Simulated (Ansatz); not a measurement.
# YRh2: do energies and stresses tell the same story?

The calculation used DFT r2SCAN, scalar-relativistic, plane waves, PAW in Ansatz 0.2.0.

Cutoff 500 eV; k points 8×8×8 on the computed 6-atom cell (Γ-centred); Gaussian smearing, width 0.10 eV; no spin polarisation.

Relaxed cell: Fd-3m, a = 7.498 Å, b = 7.498 Å, c = 7.498 Å, α = 90.00°, β = 90.00°, γ = 90.00°, 6 atoms in the primitive cell. Whether it is the stable form of this composition wasn't checked.

Energies at zero smearing and pressures from the stress tensor, at volumes with shape and atoms relaxed:
```json
{"V (Å³/atom)": "15.456", "E − E(first) (meV/atom)": "0.00", "P (GPa)": "28.48"}
{"V (Å³/atom)": "15.983", "E − E(first) (meV/atom)": "-78.43", "P (GPa)": "19.48"}
{"V (Å³/atom)": "16.510", "E − E(first) (meV/atom)": "-129.61", "P (GPa)": "11.88"}
{"V (Å³/atom)": "17.037", "E − E(first) (meV/atom)": "-157.76", "P (GPa)": "5.45"}
{"V (Å³/atom)": "17.564", "E − E(first) (meV/atom)": "-166.43", "P (GPa)": "0.01"}
{"V (Å³/atom)": "18.091", "E − E(first) (meV/atom)": "-158.63", "P (GPa)": "-4.59"}
{"V (Å³/atom)": "18.618", "E − E(first) (meV/atom)": "-136.89", "P (GPa)": "-8.48"}
{"V (Å³/atom)": "19.320", "E − E(first) (meV/atom)": "-89.93", "P (GPa)": "-12.73"}
```

**Question.** Check P = −dE/dV between neighbouring volumes, and get the bulk modulus from the pressures alone.

**Answer.** With 1 eV/Å³ = 160.2 GPa:
```tsv
middle V (Å³/atom)	−ΔE/ΔV (GPa)	mean P (GPa)
15.720	23.846	23.982
16.247	15.562	15.681
16.774	8.559	8.665
17.301	2.638	2.730
17.828	-2.373	-2.289
18.354	-6.610	-6.532
18.969	-10.709	-10.601
```

The two differ by 0.14 GPa at most. The mean of two end pressures misses the average over a step by about ΔV² P″/12, up to 0.12 GPa here; with that taken off 0.02 GPa remains. Around V = 17.564 Å³/atom, the two neighbours give B = −V ΔP/ΔV = 17.564 × 10.04 / 1.054 = 167.3 GPa, against B0 = 166.5 GPa from the Birch–Murnaghan fit of the energies.

Cost: 9 runs of about 5.2 core-minutes in all, on Arm Neoverse V1 (shared hosts).